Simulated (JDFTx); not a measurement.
Reference run:

Cd(0001) slab cut from bulk Cd (space group P6_3/mmc, indices of the conventional cell, lattice of the Materials Project entry mp-94, not re-optimised): 4 atoms in 4 planes, a 1x1 cell of 7.58 Å² (|a| = 2.958, |b| = 2.958 Å), 8.8 Å between the outermost planes, cell height 24.8 Å, 8×8×1 k mesh, Fermi smearing 0.01 Ha, no spin polarisation.

The reference is PBE, GBRV ultrasoft potentials, plane waves to 20/100 Ha; code: a modified build of JDFTx. Unrelaxed; liquid: CANDLE, water, 1 M NaF. SHE scale: U = −μ/e − 4.44 V, by convention. LDA and PBEsol take their own potentials, PW91 and RPBE those of PBE; the lattice is kept.

```
functional  work function (eV)  U_pzc (V)  mean C above U_pzc (μF/cm²)  k states × plane waves  cycles, vacuum run  rough core time, vacuum run
----------  ------------------  ---------  ---------------------------  ----------------------  ------------------  ---------------------------
LDA                        ___        ___                13 over 0.5 V               10 × 5414                  24                        3 min
PBE                       3.80      -0.98                13 over 0.5 V               10 × 5414                  24                        2 min
PBEsol                    3.91      -0.85                13 over 0.5 V               10 × 5414                  24                        4 min
PW91                      3.84      -0.93                13 over 0.5 V               10 × 5414                  25                        5 min
RPBE                      3.63      -1.15                13 over 0.5 V               10 × 5414                  24                        4 min
```

Question: Fill in the missing entries.

Answer: 
- LDA, work function (eV): 4.15
- LDA, U_pzc (V): -0.61

Core times come from shared machines and are rough, one run each.
